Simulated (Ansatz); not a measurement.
**Two states of GdInGa**

```xyz
9
Lattice="7.6991 0.0000 0.0000 -3.8496 6.6676 0.0000 0.0000 0.0000 3.9795" Properties=species:S:1:pos:R:3 pbc="T T T"
Ga    0.0000    0.0000    1.9898
Ga   -0.0004    4.4453    0.0000
Ga    3.8499    2.2223    0.0000
Gd    4.5810    0.0000    1.9898
Gd    1.5591    2.7004    1.9898
Gd   -2.2905    3.9672    1.9898
In    1.9633    0.0000    0.0000
In    2.8679    4.9674    0.0000
In   -0.9816    1.7002    0.0000
```

The numbers come from plane-wave PAW DFT (Ansatz): PBE, 420 eV, 4×4×6 Γ-centred k points, fermi-dirac occupations (width 0.1 eV). Nothing was relaxed.

State A: Gd4 up, Gd5 up, Gd6 up (collinear spin). State B: Gd4 up, Gd5 down, Gd6 up (collinear spin).

Q: Compare the two self-consistent states.

A: State A is lower by 3.2 meV an atom at zero smearing. So small a gap isn't resolved on this mesh where a state is a metal.

```csv
state,free energy (meV/atom),largest moment in a small sphere (μB),net moment (μB/cell),gap on mesh (eV),pressure (GPa),largest force (eV/Å)
A,0.0,7.03,21.77,metal,3.5,0.41
B,2.7,7.01,7.26,metal,3.5,0.43
```

Origin: a known structure type with other elements, at an estimated volume, so it need not be a known compound. Caveats: f shells without a U or exact exchange are poorly placed.
